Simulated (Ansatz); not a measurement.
In$_{2}$Si$_{2}$O$_{7}$:
```
In2Si2O7
1.0
    3.31593     4.32465     0.00000
   -3.31593     4.32465     0.00000
   -1.03560     0.00000     4.61023
In Si O
2 2 7
Direct
  0.69241   0.69241   0.00000
  0.30759   0.30759   0.00000
  0.22172   0.77828   0.40977
  0.77828   0.22172   0.59023
  0.60750   0.07892   0.78137
  0.39250   0.92108   0.21863
  0.07892   0.60750   0.21863
  0.92108   0.39250   0.78137
  0.00000   0.00000   0.50000
  0.60786   0.39214   0.28251
  0.39214   0.60786   0.71749
```

Tensor components refer to the Cartesian frame of this cell.

Problem. Give the high-frequency dielectric tensor and the Born effective charge tensors of the independent atoms from DFPT, PBEsol in the plane-wave PAW code Ansatz.

Solution. 
ε∞:
```
3.69  0.00  0.05
0.00  3.50  0.00
0.05  0.00  3.36
```
Z* of atom 1 (In), rows: field, columns: displacement, in e:
```
 3.61   0.00  -0.01
 0.00   3.44   0.00
 0.08   0.00   3.01
```
Z* of atom 3 (Si), rows: field, columns: displacement, in e:
```
 3.54   0.00   0.01
 0.00   3.31   0.00
-0.15   0.00   3.65
```
Z* of atom 5 (O), rows: field, columns: displacement, in e:
```
-1.86   0.08   0.10
 0.12  -2.18   0.68
 0.14   0.70  -1.74
```
Z* of atom 9 (O), rows: field, columns: displacement, in e:
```
-3.35   0.00   0.61
 0.00  -1.17   0.00
 0.62   0.00  -1.43
```
Z* of atom 10 (O), rows: field, columns: displacement, in e:
```
-1.75   0.00  -0.50
 0.00  -1.80   0.00
-0.53   0.00  -2.46
```

Space group C2/m. The first step of the workflow began from a Materials Project structure, measured or hypothetical; the Crystallography Open Database files this formula in space group No. 12, but the cells were not matched. Whether it is the stable phase at ambient conditions was not checked. The cell was relaxed with PBEsol under the symmetry of its start; its stability against distortions is not shown here. Scalar-relativistic: spin–orbit coupling is off unless named, which matters more the heavier the elements.

Potentials: the later of the program's two PAW sets.
